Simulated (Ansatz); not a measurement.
CoPtO$_{2}$:
```cif
data_CoO2Pt
_chemical_formula_sum 'Co1 Pt1 O2'
_space_group_name_H-M_alt 'P 1'
_space_group_IT_number 1
_cell_length_a 6.12284
_cell_length_b 6.12284
_cell_length_c 6.12284
_cell_angle_alpha 26.521
_cell_angle_beta 26.521
_cell_angle_gamma 26.521
loop_
_space_group_symop_operation_xyz
  'x, y, z'
loop_
_atom_site_label
_atom_site_type_symbol
_atom_site_fract_x
_atom_site_fract_y
_atom_site_fract_z
_atom_site_occupancy
Co1 Co 0.50000 0.50000 0.50000 1
Pt1 Pt 0.00000 0.00000 0.00000 1
O1 O 0.11223 0.11223 0.11223 1
O2 O 0.88777 0.88777 0.88777 1
```

This is the PBEsol-relaxed structure.

### Question
All from DFT-PBEsol in the program Ansatz with PAW potentials, unless another level is named. Give the electronic character.

### Answer
metallic (no gap).

### Question
Give the formation energy from the elements (no fitted shifts).

### Answer
-0.88 eV/atom.

### Question
Give the gap with spin–orbit coupling.

### Answer
none (metallic).

Space group R-3m. The PBEsol relaxation kept the symmetry of its start; of distortions, only those at the zone centre were tested. The run is not spin-polarised. No Hubbard U is applied. Without spin polarisation and U, an open-shell compound can come out a false metal. The references are the lowest solids computed at this level, not always the standard phases (solids in place of the gases). Spin–orbit coupling is left out wherever it is not named.

Potentials: the later of the program's two PAW sets.
